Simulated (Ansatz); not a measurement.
## Fitting the PBE energy curve of K3Pd

The structure is cubic, space group Pm-3m (No. 221). Conventional cell: a = 5.445 Å, b = 5.445 Å, c = 5.445 Å, α = 90.00°, β = 90.00°, γ = 90.00°. Pd (site symmetry m-3m) is surrounded by 12 K at 3.85 Å. K (site symmetry 4/mmm) is surrounded by 4 Pd at 3.85 Å and 8 K at 3.85 Å.

The cell comes from a database or a generator and needn't be the stable form of this composition.

The cell was scaled at fixed shape and fractions and run with Ansatz, Ansatz PAW, cutoff 420 eV; PBE, k mesh 5 × 5 × 5 on the cell of 4 atoms, fermi-dirac occupations of 0.05 eV, no spin polarisation, no spin-orbit coupling. Energies are those that the program minimises, any entropy of the smearing included. For a metal such a mesh isn't converged to the digits shown.

```tsv
V (Å³/atom)	energy over the lowest row (meV/atom)
37.9371	4.084
38.7443	1.725
39.5515	0.397
40.3587	0.000
41.1658	?
41.9730	1.688
42.7802	3.618
```

Q: Fit the third-order Birch-Murnaghan form, give V0, B0 and B′, and predict the energy left open.

A: With y = (V0/V)^(2/3), E = E0 + (9 V0 B0/16) [(y - 1)³ B′ + (y - 1)² (6 - 4y)]. Least squares through the rows shown give V0 = 40.3164 Å³/atom, E0 = 0.001 meV, B0 = 8.463 GPa (1 eV/Å³ = 160.218 GPa) and B′ = 3.77, with a largest miss of 0.002 meV. At V = 41.1658 the form with these constants gives 0.458 meV; the run gave 0.457 meV an atom.
